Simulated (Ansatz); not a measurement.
A plane-wave DFT run in Ansatz 0.2.0 (scalar-relativistic PAW potentials unless the input names others): input and command.

```yaml
crystal:
  lattice:
    - [-2.0026840907, 2.0026840907, 4.3795826719]
    - [2.0026840907, -2.0026840907, 4.3795826719]
    - [2.0026840907, 2.0026840907, -4.3795826719]
  atoms:
    - { symbol: Sc, position: [0.0, 0.0, 0.0], spin: 2.0 }
    - { symbol: Al, position: [0.75, 0.25, 0.5] }
    - { symbol: Al, position: [0.25, 0.75, 0.5] }
    - { symbol: Al, position: [0.5, 0.5, 0.0] }
basis:
  ecutwfc: 500
kpoints:
  mp_grid: { grid: [16, 16, 16] }
hamiltonian:
  xc: r2scan
scf:
  occupations: { method: gaussian, width: 0.1 }
  max_iter: 100
output:
  forces: true
  eigenvalues: true
  stress: true
```

```bash
ansatz run input.yaml --threads 1 --pin off --max-ram 3072MiB --backend cpu --events-out ev --progress --plain --runs-dir out
```

What is wrong with this input?

The program refuses it, because of a moment without spin polarisation (crystal.atoms[0].spin: not typed → 2.0). Without that key it is accepted.

Abridged log:
```
Error: inconsistent input (magnetization.spin_polarized): false but per-atom `spin:`, `per_species`, `initial_magnetization`, `magnetic_field`, or `spin_locking` is set
```